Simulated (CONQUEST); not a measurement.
Set-up for a self-consistent single point of CsPbBr3 (Pm-3m, 5 atoms in the cell; from Materials Project mp-600089, changed as shown).

```xyz
5
Lattice="5.8227 0.0000 0.0000 0.0000 5.8227 0.0000 0.0000 0.0000 5.8227" Properties=species:S:1:pos:R:3 pbc="T T T"
Cs     0.0000     0.0000     0.0000
Pb     2.9113     2.9113     2.9113
Br     2.9113     2.9113     0.0000
Br     0.0000     2.9113     2.9113
Br     2.9113     0.0000     2.9113
```

Method: PBE, numerical atomic orbitals double-zeta with polarisation (the shipped basis), PseudoDojo norm-conserving potentials made for PBE (CONQUEST 1.3).

CONQUEST settings:

* **basis**: DZP
* **Diag.MPMeshX, Y, Z**: 4 4 4
* **potentials**: PseudoDojo norm-conserving PBE
* **Grid.GridCutoff**: 175 Ha
* **DM.SolutionMethod**: diagon
* **Diag.kT**: 0.0001 Ha
* **Diag.GammaCentred**: true
* **minE.SCTolerance**: 1.0e-07
* **SC.MaxIters**: 100
* **SC.LinearMixingFactor**: 0.5
* **AtomMove.TypeOfRun**: static

Q: Estimate, at this level of theory: gap on the k-point mesh and pressure.

A: The run gave:

- Gap on the k-point mesh: 1.46 eV
- Pressure: 2.36 GPa

Gaps are taken between levels on the mesh.

For comparison: a first run was changed to give this one (lattice scaled by 0.98), and from it to this one the free energy rises by 24.0 meV/atom, the pressure goes from 0.85 to 2.36 GPa and the gap on the mesh goes from 1.691 to 1.458 eV.

Spin-orbit coupling is left out, which matters for bands and gaps with elements this heavy. The program uses no crystal symmetry, so grid and mesh can part values that symmetry would make equal. The atom-centred basis is finite, which shifts total energies, pressures and gaps against plane waves. The structure comes from a collection of computed structures, made at another level of theory; the collection holds predicted forms beside known ones. Its lattice was then scaled.

Cost on one core: very roughly 2.5 core-minutes.
